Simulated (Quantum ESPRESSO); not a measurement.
Ge3P3As, a curve over strain

A calculation, not a measurement. The program is pw.x of Quantum ESPRESSO 7.5 (plane-wave density functional theory). The cell is made up: 7 atoms on a zincblende/diamond lattice with one site empty, with randomly drawn elements, strain and displacements, not relaxed. PseudoDojo standard norm-conserving files (v0.5 for PBE, v0.4.1 for LDA and PBEsol) set the functional; there is no spin polarisation, spin-orbit coupling or dispersion term, and the masses in the input are unused placeholders. A spin-polarised start on this cell or one of its family kept no moment.

Seven runs add a strain to one cell (the same along x and y); the atoms follow the cell and are not relaxed. Stress in the table is positive in tension.

Input of the run at +0.0009:

```
&control calculation='scf', pseudo_dir='./dojo.nc.sr.pbe.v0_5.standard.upf', outdir='./o', disk_io='low', tprnfor=.true., tstress=.true. /
&system ibrav=0, nat=7, ntyp=3, nbnd=46, ecutwfc=84.00895049, nosym=.true., tot_charge=0,
 occupations='smearing', smearing='fd', degauss=0.0073498644
/
&electrons conv_thr=7.350e-09, electron_maxstep=60, /
ATOMIC_SPECIES
As 1.0 As.upf
Ge 1.0 Ge.upf
P 1.0 P.upf
CELL_PARAMETERS angstrom
5.3859 0.0 0.0
0.0 5.3859 0.0
0.0 0.0 5.3811
ATOMIC_POSITIONS angstrom
Ge -0.0214 0.0188 0.0347
P 0.003 2.6874 2.6966
Ge 2.7146 -0.0005 2.6907
Ge 1.3269 1.3495 1.3113
As 1.3588 4.0458 4.0161
P 4.0328 1.3369 4.0564
P 4.0191 4.0706 1.34
K_POINTS automatic
6 6 6 1 1 1
```

| added strain | free energy less that of the input shown (eV) | stress xx (GPa) | stress yy (GPa) | stress zz (GPa) | stress xy (GPa) | pressure (GPa) | iterations |
| --- | --- | --- | --- | --- | --- | --- | --- |
| -0.0247 | 0.4041 | -10.64 | -10.10 | -10.54 | -1.54 | 10.43 | 11 |
| -0.0188 | 0.2935 | -9.61 | -9.08 | -9.42 | -1.56 | 9.37 | 11 |
| -0.0157 | 0.2398 | -9.08 | -8.56 | -8.86 | -1.56 | 8.83 | 11 |
| +0.0009 | 0.0000 | -6.46 | -5.96 | -6.15 | -1.54 | 6.19 | 11 |
| +0.0103 | -0.1021 | -5.11 | -4.62 | -4.81 | -1.50 | 4.85 | 11 |
| +0.0162 | -0.1537 | -4.30 | -3.82 | -4.04 | -1.47 | 4.05 | 11 |
| +0.0240 | -0.2088 | -3.29 | -2.81 | -3.09 | -1.42 | 3.06 | 11 |

A cubic fit gives a slope of stress xx against the added strain of 150 GPa at zero added strain, with the atoms clamped. Across the table the free energy follows the integral of the stress to within 0.3 meV. A rerun of one of the cells at 1437 eV and a 8 x 8 x 8 mesh moved values by no more than 0.002 eV in energy, 0.03 GPa in stress and 0.010 eV/Å in force.